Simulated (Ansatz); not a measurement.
The relaxed structure here is a generated cell of Hf: the first start was made by a random draw of sites in a space group, and the end was not matched to a known phase here, so it may be hypothetical. Known forms of Hf include space group No. 194.

One starting cell of Hf (a randomly generated symmetric cell of Hf (space group No. 166)) was relaxed twice with Ansatz (plane waves, PAW, scalar-relativistic): with r2SCAN at 500 eV and with PBE at 420 eV. The r2SCAN result:

```xyz
3
Lattice="4.2548 0.0000 0.0000 0.0000 4.2548 0.0000 0.0000 0.0000 4.2548" Properties=species:S:1:pos:R:3 pbc="T T T"
Hf     0.0000     2.1274     0.0000
Hf     0.0000     0.0000     2.1274
Hf     2.1274     0.0000     0.0000
```

| quantity | r2SCAN | PBE |
|---|---|---|
| space group | Pm-3m | Pm-3m |
| volume (Å³/atom) | 25.68 | ? |
| a (Å) | 4.255 | ? |
| gap (eV, no spin-orbit coupling) | 0.00 | ? |

**Question.** What does PBE give for the same quantities?

**Answer.** 
- volume (Å³/atom), PBE: 25.97
- a (Å), PBE: 4.271
- gap (eV, no spin-orbit coupling), PBE: 0.00

Both levels end in the same structure; PBE's volume is 1.2 % larger. Neither column is exact.

No spin polarisation in the result.

The run could not lose the symmetry of its start; a randomly shaken copy of 6 atoms returns to this structure.

All atoms sit on sites fixed by symmetry, so only the cell could relax.

Ansatz is an electronic-structure program.
